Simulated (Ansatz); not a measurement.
Cs3HSe2O8 in space group C2/m (No. 12; Pearson symbol mS28), plane-wave PAW LDA (Ansatz code). The conduction-band minimum lies at Γ, with 1 equivalent valley. Second derivatives d²E/dk² of the lowest band at one valley (eV·Å²), along Cartesian directions:

```
direction  d²E/dk²
---------  -------
[100]        14.79
[010]        13.17
[001]        15.55
[110]        13.98
[101]        15.86
[011]        14.36
```

**Question.** Find the principal effective masses, the density-of-states mass and the conductivity mass.

**Answer.** Off-diagonal terms follow from H_xy = H[110] − (H_xx + H_yy)/2, and m*/mₑ = 7.620 eV·Å² over each eigenvalue: 0.48, 0.53, 0.58. One valley's DOS mass (m₁m₂m₃)^(1/3) = 0.53, conductivity mass 3/(Σ 1/mᵢ) = 0.53 mₑ.

**Question.** What effective density of states Nc follows at 300 K for parabolic valleys?

**Answer.** Nc = 2.509e19 × 1 × (0.53)^(3/2) ≈ 9.7e18 cm⁻³.

The first step of the workflow began from a Materials Project structure, measured or hypothetical; the Crystallography Open Database files this formula in space group No. 12, but the cells were not matched. Whether it is the stable phase at ambient conditions was not checked. The cell was relaxed with LDA under the symmetry of its start; of distortions, only those at the zone centre were tested, and some modes there are weakly imaginary. Scalar-relativistic: spin–orbit coupling is off unless named, which matters more the heavier the elements.

Potentials: the later of the program's two PAW sets.

Edges and masses are those of Kohn–Sham bands, whose gap is no quasiparticle gap.
